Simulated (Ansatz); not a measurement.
SrZrO3 (cubic perovskite)

```cif
data_O3SrZr
_chemical_formula_sum 'Sr1 Zr1 O3'
_space_group_name_H-M_alt 'P 1'
_space_group_IT_number 1
_cell_length_a 4.12994
_cell_length_b 4.12994
_cell_length_c 4.12994
_cell_angle_alpha 90.000
_cell_angle_beta 90.000
_cell_angle_gamma 90.000
loop_
_space_group_symop_operation_xyz
  'x, y, z'
loop_
_atom_site_label
_atom_site_type_symbol
_atom_site_fract_x
_atom_site_fract_y
_atom_site_fract_z
_atom_site_occupancy
Sr1 Sr 0.50000 0.50000 0.50000 1
Zr1 Zr 0.00000 0.00000 0.00000 1
O1 O 0.00000 0.50000 0.00000 1
O2 O 0.50000 0.00000 0.00000 1
O3 O 0.00000 0.00000 0.50000 1
```

Equation-of-state scan: isotropic scaling of the cell above, V₀ being its volume. Symmetry pins the atoms to their sites.

Computed with PBEsol (plane waves to 420 eV, PAW, scalar-relativistic; Ansatz, a quantum-chemistry and plane-wave program). k mesh 8×8×8 (Γ-centred), Fermi-Dirac smearing 0.05 eV. The energy includes the smearing's −TS. SrZrO3 is run without spin polarisation. SrZrO3 was relaxed with its symmetry unable to fall. This is a high-temperature form of SrZrO3. The zero of ΔE is the relaxed starting cell.

```
V (Å³/atom)  ΔE (meV/atom)
-----------  -------------
12.680                87.1
12.914                58.6
13.149                36.3
13.384                19.8
13.619                 8.5
13.854                 2.0
14.088                 0.0
14.323                 1.9
14.558                 7.6
14.793                16.6
15.028                28.6
15.262                43.6
15.497                61.0
```

Problem. What is the fitted pressure derivative B₀′?

Solution. 4.3.

Problem. What bulk modulus B₀ follows from a third-order Birch-Murnaghan fit?

Solution. 164 GPa. Check by three points about V = 14.088 Å³/atom, step 0.235: d²E/dV² ≈ (2.0 − 2·0.0 + 1.9) meV / 0.235² = 0.0707 eV/Å⁶, and V·d²E/dV² × 160.2 = 160 GPa.

(Under strain, the slope of the energy per volume gives the stress and its curvature an elastic modulus.)
